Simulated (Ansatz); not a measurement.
In3GaP4 as one 8-atom ordering (Pmm2) on the zincblende lattice at its r2SCAN geometry, run in the PAW code Ansatz at 2 levels of theory. Note: simulated data, non-magnetic, for a generated structure that need not be the stable one.

The PBE+SOC input:
```yaml
crystal:
  lattice:
    - [4.0890314001, 0.0, 0.0]
    - [0.0, 8.1951560857, 0.0]
    - [0.0, 0.0, 5.7988434845]
  atoms:
    - { symbol: Ga, position: [0.0, 0.0, -0.0029833126] }
    - { symbol: P, position: [0.5, 0.0, 0.2202250245] }
    - { symbol: In, position: [0.5, 0.2405618713, 0.4996701157] }
    - { symbol: P, position: [0.0, 0.2367587638, 0.761019157] }
    - { symbol: In, position: [0.0, 0.5, 0.0011252766] }
    - { symbol: P, position: [0.5, 0.5, 0.260254466] }
    - { symbol: In, position: [0.5, 0.7594381287, 0.4996701157] }
    - { symbol: P, position: [0.0, 0.7632412362, 0.761019157] }
kpoints:
  mp_grid: { grid: [6, 4, 4] }
  band_path:
    path:
      - [0.0, 0.0, 0.0]
      - [0.5, 0.0, 0.0]
      - [0.5, 0.5, 0.0]
      - [0.0, 0.5, 0.0]
      - [0.0, 0.0, 0.5]
      - [0.5, 0.0, 0.5]
      - [0.5, 0.5, 0.5]
      - [0.0, 0.5, 0.5]
    npoints: 1
hamiltonian:
  xc: pbe
scf:
  occupations: { method: fermi_dirac, width: 0.02 }
  n_extra_bands: 12
magnetization:
  noncollinear: true
  spin_orbit: true
output:
  forces: true
  stress: true
  eigenvalues: true
```

Main results, then, where recorded, the levels near the gap in eV from the Fermi energy (columns number the bands from 0), one row a point of the path (Γ, X, S, Y, Z, U, R, T):
```
Crystal: 8 atoms, lattice volume = 194.321 Å³
Symmetry: 4 space group operations + 4 with time reversal
Magnetic group: BNS 25.58 (UNI 156)
```
```
Basis set: ecut = 420 eV, 3801 PW (Γ)
Bands: 84, of which v1, the nominal top of the filled ones, is band 72 counted from 1 (71 counted from 0)
k-points: 36 of 96 (time reversal used)
Free energy (F): -23607.288688 eV
Fermi energy:    7.250535 eV
--- Forces (eV/Å), atoms counted from 1 ---
  atom   1  Ga      0.00000      0.00000      0.03192
  atom   2  P       0.00000      0.00000      0.00540
  atom   3  In      0.00000    -0.00432    -0.00070
  atom   4  P       0.00000      0.03350    -0.01179
  atom   5  In      0.00000      0.00000    -0.01464
  atom   6  P       0.00000      0.00000      0.00229
  atom   7  In      0.00000      0.00432    -0.00070
  atom   8  P       0.00000    -0.03350    -0.01179
--- Stress (GPa, compression-positive) ---
        1.779223       0.000000       0.000000
        0.000000       1.771805       0.000000
        0.000000       0.000000       1.748478
  P = ⅓ Tr σ = 1.7665 GPa (17.665 kbar)
```
```tsv
band_62	band_63	band_64	band_65	band_66	band_67	band_68	band_69	band_70	band_71	band_72	band_73	band_74	band_75	band_76	band_77
-1.562	-1.562	-1.298	-1.298	-0.507	-0.507	-0.410	-0.410	-0.361	-0.361	0.358	0.358	1.267	1.267	1.678	1.678
-2.811	-2.811	-2.718	-2.718	-2.643	-2.643	-1.597	-1.597	-1.327	-1.327	1.316	1.316	1.366	1.366	1.675	1.675
-2.883	-2.883	-2.734	-2.734	-2.565	-2.565	-2.477	-2.477	-2.352	-2.352	2.337	2.337	2.351	2.351	2.385	2.385
-2.169	-2.169	-1.595	-1.595	-1.475	-1.475	-0.725	-0.725	-0.521	-0.521	1.345	1.345	2.071	2.071	2.129	2.129
-1.656	-1.656	-1.447	-1.447	-1.393	-1.393	-1.326	-1.326	-1.206	-1.206	0.840	0.840	1.218	1.218	1.945	1.945
-3.319	-3.319	-1.579	-1.579	-1.426	-1.426	-1.377	-1.377	-1.218	-1.218	0.927	0.927	1.154	1.154	3.763	3.763
-3.020	-3.020	-2.136	-2.136	-2.082	-2.082	-2.036	-2.036	-2.009	-2.009	2.619	2.619	2.676	2.676	2.725	2.725
-1.777	-1.777	-1.670	-1.670	-1.499	-1.499	-1.449	-1.449	-1.419	-1.419	1.609	1.609	2.136	2.136	2.166	2.166
```

With PBE+SOC the gap is 0.72 eV and direct, at Γ.

**Question.** Another run on the same cell gave
```
Basis set: ecut = 420 eV, 3801 PW (Γ)
Bands: 42, of which v1, the nominal top of the filled ones, is band 36 counted from 1 (35 counted from 0)
k-points: 18 of 32 (time reversal used)
hybrid outer 1: dexx = +4.486e-2 eV, tail = 7.55e-5 eV
hybrid outer 2: dexx = +4.587e-6 eV, tail = 3.98e-8 eV, Δε = 2.28e-3 eV, ΔF = 3.45e-3 eV/Å
Free energy (F): -23614.546401 eV
Fermi energy:    6.111447 eV
--- Forces (eV/Å), atoms counted from 1 ---
  atom   1  Ga      0.00000      0.00000      0.00847
  atom   2  P       0.00000      0.00000      0.05609
  atom   3  In      0.00000      0.01271      0.00171
  atom   4  P       0.00000      0.06690    -0.03428
  atom   5  In      0.00000      0.00000      0.01131
  atom   6  P       0.00000      0.00000    -0.01069
  atom   7  In      0.00000    -0.01271      0.00171
  atom   8  P       0.00000    -0.06690    -0.03428
--- Stress (GPa, compression-positive) ---
       -0.055059       0.000000       0.000000
        0.000000      -0.022080       0.000000
        0.000000       0.000000      -0.543404
  P = ⅓ Tr σ = -0.2068 GPa (-2.068 kbar)
```
```tsv
band_31	band_32	band_33	band_34	band_35	band_36	band_37	band_38
-1.311	-1.025	-0.054	-0.042	0.000	2.188	2.943	3.477
-2.677	-2.579	-2.527	-1.343	-1.053	2.963	3.010	3.453
-2.761	-2.586	-2.398	-2.278	-2.201	4.118	4.132	4.145
-2.002	-1.284	-1.169	-0.381	-0.161	3.147	3.940	3.981
-1.447	-1.132	-1.100	-1.058	-0.944	2.632	3.038	3.729
-3.285	-1.310	-1.118	-1.086	-0.955	2.725	2.970	5.754
-2.927	-1.882	-1.858	-1.841	-1.803	4.518	4.611	4.645
-1.468	-1.362	-1.247	-1.201	-1.166	3.445	3.992	4.050
```
Which level of theory and mesh gave it?

**Answer.** It is PBE0, judged by the exchange loop and the size of the gap (a near hybrid could fit too), on 4×2×4; the blocks that differ from the first input, but for the band path:
```yaml
kpoints:
  mp_grid: { grid: [4, 2, 4] }
hamiltonian:
  xc: pbe0
scf:
  occupations: { method: fixed }
  n_extra_bands: 6
```
(magnetization left out)
With PBE0 the gap is 2.19 eV and direct, at Γ. With the atoms held, the mean pressure is -0.2 GPa (compression positive). (The program warns that its thresholds are loose for a hybrid's stress.)

The hybrids run on coarser meshes, which limits their stresses and small splittings of levels.

Totals of different functionals, or with and without spin-orbit coupling, can't be compared.

Only the levels marked +SOC include spin-orbit coupling.
